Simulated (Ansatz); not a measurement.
This guess for In4P is about to be relaxed.

```
In P
1.0
    -3.43947    3.43947    3.43947
     3.43947   -3.43947    3.43947
     3.43947    3.43947   -3.43947
In P
4 1
Direct
  0.00000 0.00000 0.74631
  0.74631 0.00000 0.00000
  0.00000 0.74631 0.00000
  0.25369 0.25369 0.25369
  0.00000 0.00000 0.00000
```

Level of theory: Ansatz 0.2.0, DFT PBE, scalar-relativistic, plane waves, PAW. Cutoff 420 eV, Gaussian smearing, Γ-centred meshes. Cell and atoms relax first on a coarse mesh and then on a finer one. In between, the cell is made exact in the group found at 0.06 Å. In metals the finer mesh still leaves noise of several meV/atom or more. The steps can't lower the symmetry of their start. No spin polarisation.

A guess keeps its type if space group and coordination stay and the shape of the cell changes little (axis ratios within about 15 %, angles within 6°); the volume may change.

Problem. Does it keep its structure type, or change into something else?

Solution. It doesn't keep its type. The symmetry goes from I-43m (No. 217) to Im-3m (No. 229). The volume per atom shrinks by 11.8 %, from 32.6 to 28.7 Å³. The shortest distance goes from 1.51 Å (In–P) to 2.86 Å (In–P). Counting neighbours within 15 % of an atom's shortest distance, the start has In 1, P 4 and the end In 2, P 8. In detail, at the end In is surrounded by 2 P at 2.86 Å and 6 In at 3.30 Å; P is surrounded by 8 In at 2.86 Å.

```yaml
crystal:
  lattice:
    - [-3.29903, 3.29903, 3.29903]
    - [3.29903, -3.29903, 3.29903]
    - [3.29903, 3.29903, -3.29903]
  atoms:
    - { symbol: In, position: [0.00000, 0.00000, 0.50000] }
    - { symbol: In, position: [0.50000, 0.00000, 0.00000] }
    - { symbol: In, position: [0.00000, 0.50000, 0.00000] }
    - { symbol: In, position: [0.50000, 0.50000, 0.50000] }
    - { symbol: P, position: [0.00000, 0.00000, 0.00000] }
```

Energies over the elements count from the elements' standard structures at the same level, with no fitted energy shifts. The references include black phosphorus.

Problem. At what energy does it end?

Solution. +0.22 eV/atom. It can't be a ground state, since the elements alone are lower.

The last run used an 8×8×8 mesh for its 5-atom cell and Gaussian smearing of 0.10 eV. The cell is a metal run without spin; a magnetic state may lie lower. The reference form of P is held partly by dispersion forces, which this level lacks. Symmetry constrained the relaxation, so the result can be a saddle point.
